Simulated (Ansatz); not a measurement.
# Convergence of SrPd with the plane-wave cutoff

The calculation used DFT PBEsol, scalar-relativistic, plane waves, PAW in Ansatz 0.2.0.

```yaml
crystal:
  lattice:
    - [2.12616, -5.66968, 0.00000]
    - [2.12616, 5.66968, 0.00000]
    - [0.00000, 0.00000, 4.52184]
  atoms:
    - { symbol: Sr, position: [0.86069, 0.13931, 0.75000] }
    - { symbol: Sr, position: [0.13931, 0.86069, 0.25000] }
    - { symbol: Pd, position: [0.57059, 0.42941, 0.75000] }
    - { symbol: Pd, position: [0.42941, 0.57059, 0.25000] }
```

The Γ-centred k-mesh is 10×10×10 and the occupation rule is Gaussian smearing, 0.1 eV. The spin treatment is unpolarised and the valence charge of the PAW sets is Sr 10, Pd 18.

The atoms are held and the plane-wave cutoff is swept. Energies are extrapolated to zero smearing and count from the reference run, 500 eV. The cell isn't necessarily relaxed at this level. Pressure is positive in compression and holds a correction for the finite cutoff (Pulay stress).

Tried: 250, 300, 350, 420, 500 eV. From which plane-wave cutoff on does the energy per atom stay within 100, 10 and 1 meV of the reference?

350 for 100 meV, 350 for 10 meV, 420 for 1 meV. The reference itself isn't shown to be converged. At 350 eV, where the energy is within 10 meV, force components already agree to within 0.001 eV/Å, where the largest force is 0.119 eV/Å.

```tsv
cutoff (eV)	ΔE (meV/atom)	P (GPa)	largest change of a force component (eV/Å)	plane waves at Γ
250	944	-1.55	0.170	985
300	102	-1.96	0.006	1275
350	6.37	-1.98	0.000	1635
420	0.73	-1.97	0.000	2143
500	0.00	-1.98	0.000	2771
```